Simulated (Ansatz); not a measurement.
Here is the system:

Mg:
```cif
data_Mg
_chemical_formula_sum 'Mg1'
_space_group_name_H-M_alt 'P 1'
_space_group_IT_number 1
_cell_length_a 3.07975
_cell_length_b 3.07975
_cell_length_c 3.07975
_cell_angle_alpha 109.471
_cell_angle_beta 109.471
_cell_angle_gamma 109.471
loop_
_space_group_symop_operation_xyz
  'x, y, z'
loop_
_atom_site_label
_atom_site_type_symbol
_atom_site_fract_x
_atom_site_fract_y
_atom_site_fract_z
_atom_site_occupancy
Mg1 Mg 0.00000 0.00000 0.00000 1
```

This is the PBEsol-relaxed structure.

Question: All from PBEsol in the plane-wave PAW code Ansatz, unless another level is named. Give the bulk modulus (Birch–Murnaghan fit).

Answer: 36.1 GPa.

Question: Give the elastic constants (relaxed ions, GPa).

Answer: C11 = 35.6, C12 = 36.8, C44 = 31.2.

Space group Im-3m (bcc (W type)). The workflow started from a Materials Project entry (that database holds measured and hypothetical structures alike); the Crystallography Open Database copy checked does not list it. It is not the phase usual at ambient conditions (space group No. 194). The cell was relaxed with PBEsol under the symmetry of its start. At this level the phase is mechanically unstable. As this level gives no gap, shear constants depend on the k-mesh and smearing (Fermi–Dirac, 0.1 eV here).

Potentials: the earlier of the program's two PAW sets. The files were generated under PBE; for other functionals the program regenerates the frozen cores, and for LDA and PBEsol the local potential too.
